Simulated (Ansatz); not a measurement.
# TiPd: from a starting cell to a relaxed one

The start is a generated cell, TiPd built in the AFLOW prototype AB_hP4_194_c_a (B8_1, as in NiAs). Cell shape, volume and atoms are optimised at zero target pressure with PBEsol (plane waves to 420 eV, PAW, scalar-relativistic; Ansatz, a program for electronic structure). The first steps use a coarse 10×10×6 k-mesh.

Initial structure:
```yaml
crystal:
  lattice:
    - [3.71471, 0.00000, 0.00000]
    - [-1.85736, 3.21704, 0.00000]
    - [0.00000, 0.00000, 5.17740]
  atoms:
    - { symbol: Pd, position: [0.00000, 0.00000, 0.00000] }
    - { symbol: Pd, position: [0.00000, 0.00000, 0.50000] }
    - { symbol: Ti, position: [0.33333, 0.66667, 0.25000] }
    - { symbol: Ti, position: [0.66667, 0.33333, 0.75000] }
```

```json
{
 "initial_pressure": "+20.2 GPa (positive: the cell is compressed)",
 "energy_released": "0.10 eV/atom",
 "volume_change": "+11.7 %, from 15.47 to 17.27 Å³/atom",
 "band_gap_at_the_end": "no gap (metallic)",
 "optimiser_moves": "7"
}
```

Final values are on a 14×14×9 k-mesh of the relaxed cell. No spin polarisation in the result.

The run could not lose the symmetry of its start: the end is stationary, and may be a saddle point rather than a minimum.

All atoms sit on sites fixed by symmetry, so only the cell could relax.

The relaxed structure here is a generated cell of TiPd: the first start was made by placing the elements on the sites of a structure type, and the end was not matched to a known phase here, so it may be hypothetical.
